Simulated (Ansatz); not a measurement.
# Ga4Sb3P (ordering on zincblende): the band gap by level of theory

All numbers come from Ansatz. Values at 0 K without nuclear motion; no magnetic order is allowed, and the phase may be a hypothetical one.

The cell is Ga4Sb3P as one 8-atom ordering (P-43m) on the zincblende lattice; cell and atoms were relaxed with r2SCAN. It is cubic, P-43m (No. 215); a = 5.961 Å in the conventional setting, 26.48 Å³ an atom. Around P lie 4 Ga at 2.44 Å; around Ga lie 1 P at 2.44 Å and 3 Sb at 2.63 Å; around Sb lie 4 Ga at 2.63 Å.

```
P Ga Sb
1.0
     5.96131    0.00000    0.00000
     0.00000    5.96131    0.00000
     0.00000    0.00000    5.96131
P Ga Sb
1 4 3
Direct
  0.00000 0.00000 0.00000
  0.76372 0.76372 0.76372
  0.23628 0.23628 0.76372
  0.23628 0.76372 0.23628
  0.76372 0.23628 0.23628
  0.50000 0.50000 0.00000
  0.50000 0.00000 0.50000
  0.00000 0.50000 0.50000
```

Relaxed lattice by functional, symmetry kept:
```csv
functional,k mesh,a (Å),volume (Å³/atom)
PBE,4×4×4,6.041,27.56
r2SCAN,4×4×4,5.961,26.48
```

Gaps on the r2SCAN cell, each the least over its mesh and the special points:

| level | k mesh | gap (eV) | kind | edges | least direct gap (eV) | rough cost |
| --- | --- | --- | --- | --- | --- | --- |
| PBE | 4×4×4 | none (overlap 0.03) | – | – | – | 50 core-seconds |
| PBE+SOC | 4×4×4 | none (overlap 0.21) | – | – | – | 2 core-minutes |
| r2SCAN | 4×4×4 | 0.22 | indirect | Γ → R | 0.48 | 27 core-seconds |
| HSE06 | 4×4×4 | 0.55 | indirect | Γ → R | 0.83 | 9 core-minutes |

All runs use a smearing of 0.02 eV.
Wave cutoffs: 420 eV, 500 eV (r2SCAN).
Costs come from shared machines and give only the order; PBE's includes the band path. The runs had 4 threads of Arm Neoverse V2, on a shared host.

The HSE06 gap is indirect, 0.55 eV (Γ to R), below the direct gap of 0.83 eV at Γ. PBE+SOC gives no gap: the lowest nominally empty band dips 0.21 eV below the top of the last filled one (its bottom at R, the top at Γ), so the cell is a metal or semimetal at this level. With so small a gap spin-orbit coupling can invert the bands, which the size of the gap doesn't show: the edges may have crossed and parted again.

The levels disagree on the kind of gap: indirect with r2SCAN, HSE06; no gap with PBE, PBE+SOC.

Only the levels marked +SOC include spin-orbit coupling.

The meshes of the hybrids are coarse, so their gaps aren't converged to the digits shown.
